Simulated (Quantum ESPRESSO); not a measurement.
**Band energies of Ca2Si**

```
CELL_PARAMETERS angstrom
      7.60545     0.00000     0.00000
      0.00000     4.83215     0.00000
      0.00000     0.00000     9.02186
ATOMIC_POSITIONS crystal
  Si 0.75305 0.25000 0.60401
  Si 0.24695 0.75000 0.39599
  Si 0.74695 0.75000 0.10401
  Si 0.25305 0.25000 0.89599
  Ca 0.34566 0.75000 0.07507
  Ca 0.65434 0.25000 0.92493
  Ca 0.15434 0.25000 0.57507
  Ca 0.84566 0.75000 0.42493
  Ca 0.01909 0.25000 0.17859
  Ca 0.98091 0.75000 0.82141
  Ca 0.48091 0.75000 0.67859
  Ca 0.51909 0.25000 0.32141
```

norm-conserving PBEsol (Quantum ESPRESSO, 68 Ry, scalar-relativistic); path ΓXSYΓZURTZ,YT,UX,SR; energies in eV from the valence-band maximum.

| k (1/Å) | point | band 44 | band 45 | band 46 | band 47 | band 48 | band 49 | band 50 | band 51 |
|---|---|---|---|---|---|---|---|---|---|
| 0.00 | Γ | -0.65 | -0.60 | -0.60 | -0.39 | 0.00 | 0.23 | 1.05 | 1.18 |
| 0.43 |  | -1.01 | -0.98 | -0.91 | -0.62 | -0.34 | 0.51 | 1.09 | 1.09 |
| 0.65 | X | -1.30 | -0.83 | -0.83 | -0.63 | -0.63 | 0.63 | 0.63 | 1.10 |
| 1.06 | S | -1.42 | -0.57 | -0.57 | -0.57 | -0.57 | 1.18 | 1.18 | 1.18 |
| 1.50 |  | -0.87 | -0.83 | -0.83 | -0.43 | -0.43 | 1.07 | 1.07 | 1.31 |
| 1.71 | Y | -0.74 | -0.68 | -0.68 | -0.46 | -0.46 | 0.92 | 0.92 | 1.17 |
| 2.13 | Γ | -0.65 | -0.60 | -0.60 | -0.39 | 0.00 | 0.23 | 1.05 | 1.18 |
| 2.13 | Z | -0.71 | -0.48 | -0.48 | -0.30 | -0.30 | 0.79 | 0.79 | 1.48 |
| 2.29 |  | -0.88 | -0.69 | -0.69 | -0.30 | -0.30 | 0.97 | 0.97 | 1.29 |
| 2.78 | U | -1.00 | -0.84 | -0.84 | -0.60 | -0.60 | 0.40 | 0.40 | 0.94 |
| 3.19 | R | -0.92 | -0.69 | -0.69 | -0.69 | -0.69 | 0.92 | 0.92 | 0.92 |
| 3.68 |  | -0.95 | -0.68 | -0.68 | -0.45 | -0.45 | 1.08 | 1.08 | 1.15 |
| 3.84 | T | -0.69 | -0.52 | -0.52 | -0.51 | -0.51 | 1.04 | 1.04 | 1.15 |
| 3.98 |  | -0.70 | -0.51 | -0.51 | -0.44 | -0.44 | 0.96 | 0.96 | 1.29 |
| 4.25 | Z | -0.71 | -0.48 | -0.48 | -0.30 | -0.30 | 0.79 | 0.79 | 1.48 |
| 4.25 | Y | -0.74 | -0.68 | -0.68 | -0.46 | -0.46 | 0.92 | 0.92 | 1.17 |
| 4.60 | T | -0.69 | -0.52 | -0.52 | -0.51 | -0.51 | 1.04 | 1.04 | 1.15 |
| 4.60 | U | -1.00 | -0.84 | -0.84 | -0.60 | -0.60 | 0.40 | 0.40 | 0.94 |
| 4.95 | X | -1.30 | -0.83 | -0.83 | -0.63 | -0.63 | 0.63 | 0.63 | 1.10 |
| 4.95 | S | -1.42 | -0.57 | -0.57 | -0.57 | -0.57 | 1.18 | 1.18 | 1.18 |
| 5.30 | R | -0.92 | -0.69 | -0.69 | -0.69 | -0.69 | 0.92 | 0.92 | 0.92 |

The PBEsol gap is direct, 0.23 eV at Γ.

Geometry of the Materials Project entry, not relaxed at this level.

The structure is a Materials Project entry; no match was found in the copy of COD used, and its stability was not checked.

Letters of k points follow the standard setting of the lattice, whose axes may be ordered differently from the printed cell.
